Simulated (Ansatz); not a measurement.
A plane-wave DFT run in Ansatz 0.2.0 (scalar-relativistic PAW potentials unless the input names others): input and command.

```yaml
crystal:
  lattice:
    - [3.5915277274, 0.0, 0.0]
    - [-1.7957638637, 3.1103542503, 0.0]
    - [0.0, 0.0, 11.0210541159]
  atoms:
    - { symbol: Pb, position: [0.0, 0.0, 0.0] }
    - { symbol: Pb, position: [0.3333333333, 0.6666666667, 0.25] }
    - { symbol: Pb, position: [0.0, 0.0, 0.5] }
    - { symbol: Pb, position: [0.6666666667, 0.3333333333, 0.75] }
basis:
  ecutwfc: 420
  xc_grid: 2
kpoints:
  mp_grid: { grid: [18, 18, 6] }
hamiltonian:
  xc: pbesol
scf:
  occupations: { method: gaussian, width: 0.1 }
  n_extra_bands: 4
output:
  forces: true
  eigenvalues: true
  stress: true
```

```bash
ansatz run input.yaml --threads 1 --pin off --max-ram 2560MiB --backend cpu --events-out ev --progress --plain --runs-dir out
```

Abridged log:
```
Basis set: ecut = 420 eV, 2377 PW (Γ), exchange–correlation on 50×50×150 points (8 copies of the dense FFT grid, shifted against one another)
Bands: 32, of which v1, the nominal top of the filled ones, is band 28 counted from 1 (27 counted from 0)
Symmetry: 24 space group operations
k-points: 148 of 1944
SCF iter   1: F=—  HF=-47019.695865 eV  |F-HF|=—  |Δ(HF+E_count)|=         —  Δρ=2.07e-3  dr2=5.17e-3  ethr=1.77e-3  ⟨swp⟩=7.0  Hψ=21544  notcnv=0
SCF iter   2: F=—  HF=-47019.695953 eV  |F-HF|=—  |Δ(HF+E_count)|=   8.76e-5  Δρ=1.08e-3  dr2=1.76e-3  ethr=9.24e-6  ⟨swp⟩=2.5  Hψ=9877  notcnv=0  defer=12
SCF iter   3: F=—  HF=-47019.695366 eV  |F-HF|=—  |Δ(HF+E_count)|=   5.87e-4  Δρ=1.74e-4  dr2=8.34e-5  ethr=3.14e-6  ⟨swp⟩=2.0  Hψ=8762  notcnv=0  defer=12
SCF iter   4: F=—  HF=-47019.695359 eV  |F-HF|=—  |Δ(HF+E_count)|=   6.30e-6  Δρ=5.71e-5  dr2=1.16e-5  ethr=1.49e-7  ⟨swp⟩=2.0  Hψ=5848  notcnv=0  defer=12
SCF iter   5: F=—  HF=-47019.695357 eV  |F-HF|=—  |Δ(HF+E_count)|=   2.65e-6  Δρ=1.12e-5  dr2=1.94e-7  ethr=2.08e-8  ⟨swp⟩=2.6  Hψ=7777  notcnv=0  defer=12
SCF iter   6: F=-47019.695357 eV  HF=-47019.695357 eV  |F-HF|=3.70e-9  |Δ(HF+E_count)|=   3.12e-8  Δρ=3.42e-6  dr2=2.00e-8  ethr=1.79e-10  ⟨swp⟩=7.1  Hψ=22004  notcnv=0
SCF 1 converged in 6 iterations: F = -47019.695357 eV  dr2 = 2.00e-8
SCF converged after 6 iterations
Free energy (F): -47019.695357 eV
Harris-Foulkes:  -47019.695357 eV  (|F-HF|=3.70e-9)
Internal energy: -47019.682147 eV  (E = F + TS)
E sigma→0 (E₀):  -47019.688752 eV
Entropy (-TS):   -0.013209 eV (-3.302 meV/atom)
Fermi energy:    10.584602 eV
--- Forces (eV/Å), atoms counted from 1 ---
  atom   1  Pb     0.00000000     0.00000000     0.00000000
  atom   2  Pb     0.00000000     0.00000000     0.00000000
  atom   3  Pb     0.00000000     0.00000000     0.00000000
  atom   4  Pb     0.00000000     0.00000000     0.00000000
--- Stress (GPa, compression-positive) ---
       -1.546728       0.000000       0.000000
        0.000000      -1.546728       0.000000
        0.000000       0.000000       0.007999
  P = ⅓ Tr σ = -1.0285 GPa (-10.285 kbar)
```

Apart from outputs and the relaxation, which only the reference makes, the input differs from a reference run on usual settings in basis.xc_grid: not typed → 2; scf.n_extra_bands: not typed → 4. The reference, at the same geometry, ended its own course with pressure -1.03 GPa, largest force 0.000 eV/Å, no gap on the mesh. This run converged in 6 SCF iterations with an energy at zero smearing within 0.01 meV/atom of the reference's, pressure -1.03 GPa, largest force 0.000 eV/Å, no gap on the mesh.

Time: 15 s on 1 thread of Intel(R) Xeon(R) 6975P-C (Granite Rapids) (shared host), peak memory 0.7 GiB.